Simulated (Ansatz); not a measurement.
Ge:
```yaml
crystal:
  lattice:
    - [-3.48261, 3.48261, 3.48261]
    - [3.48261, -3.48261, 3.48261]
    - [3.48261, 3.48261, -3.48261]
  atoms:
    - { symbol: Ge, position: [0.50000, 0.00000, 0.79887] }
    - { symbol: Ge, position: [0.50000, 0.00000, 0.20113] }
    - { symbol: Ge, position: [0.70113, 0.70113, 0.70113] }
    - { symbol: Ge, position: [0.29887, 0.29887, 0.29887] }
    - { symbol: Ge, position: [0.00000, 0.79887, 0.50000] }
    - { symbol: Ge, position: [0.00000, 0.20113, 0.50000] }
    - { symbol: Ge, position: [0.79887, 0.50000, 0.00000] }
    - { symbol: Ge, position: [0.20113, 0.50000, 0.00000] }
```

Relaxed with r²SCAN. Special points in fractions of this cell's reciprocal vectors: Γ (0.000, 0.000, 0.000); H (0.500, -0.500, 0.500); N (0.000, 0.000, 0.500); P (0.250, 0.250, 0.250).

Task: List the band energies nearest the Fermi level at these points for plane-wave PAW r²SCAN with spin–orbit coupling (Ansatz code).

Result: In eV from the Fermi level; about four levels below and three above (degenerate sets whole), none deeper than 8.9 eV; points with the same levels are listed once.

```tsv
k	below	above
Γ	-1.43 -1.43 -1.43 -1.43 -0.96 -0.96	1.72 1.72 1.80 1.80 1.80 1.80
H	-2.48 -2.48 -1.44 -1.44	0.13 0.13 0.37 0.37 0.37 0.37
N	-1.25 -1.25 -1.25 -1.25	0.53 0.53 0.53 0.53
P	-2.92 -2.92 -2.92 -2.92 -2.92 -2.92 -2.82 -2.82	2.25 2.25 2.35 2.35 2.35 2.35 2.35 2.35
```

Space group Ia-3. The workflow started from a Materials Project entry (that database holds measured and hypothetical structures alike); the Crystallography Open Database copy checked does not list it. It is not the phase usual at ambient conditions (space group No. 227). The r²SCAN relaxation kept the symmetry of its start; whether a distortion lowers the energy is not shown.

Potentials: the earlier of the program's two PAW sets. The files were generated under PBE; for other functionals the program regenerates the frozen cores, and for LDA and PBEsol the local potential too.
